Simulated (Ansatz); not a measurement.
AlGaAs2:
```xyz
4
Lattice="4.0108 0.0000 0.0000 0.0000 4.0108 0.0000 0.0000 0.0000 5.6596" Properties=species:S:1:pos:R:3 pbc="T T T"
Ga     0.0000     0.0000     0.0000
As     2.0054     0.0000     1.4162
Al     2.0054     2.0054     2.8298
As     0.0000     2.0054     4.2433
```

Cartesian axes are those of the cell as given.

**Question.** Give the high-frequency dielectric tensor and the Born effective charge tensors of the independent atoms from DFPT, DFT-PBEsol in the program Ansatz with PAW potentials.

**Answer.** 
ε∞:
```
11.5  0.00  0.00
0.00  11.5  0.00
0.00  0.00  11.5
```
Z* of atom 1 (Ga), rows: field, columns: displacement, in e:
```
2.24  0.00  0.00
0.00  2.24  0.00
0.00  0.00  2.19
```
Z* of atom 2 (As), rows: field, columns: displacement, in e:
```
-2.17   0.00   0.00
 0.00  -2.07   0.00
 0.00   0.00  -2.17
```
Z* of atom 3 (Al), rows: field, columns: displacement, in e:
```
2.00  0.00  0.00
0.00  2.00  0.00
0.00  0.00  2.14
```

Space group P-4m2. The start of the workflow was typed in or built on a structure type; neither database checked (COD, Materials Project) lists it. Its standing as an ambient phase is unchecked. The PBEsol relaxation kept the symmetry of its start; whether a distortion lowers the energy is not shown. Spin–orbit coupling is left out wherever it is not named.

Potentials: the earlier of the program's two PAW sets. The files were generated under PBE; for other functionals the program regenerates the frozen cores, and for LDA and PBEsol the local potential too.
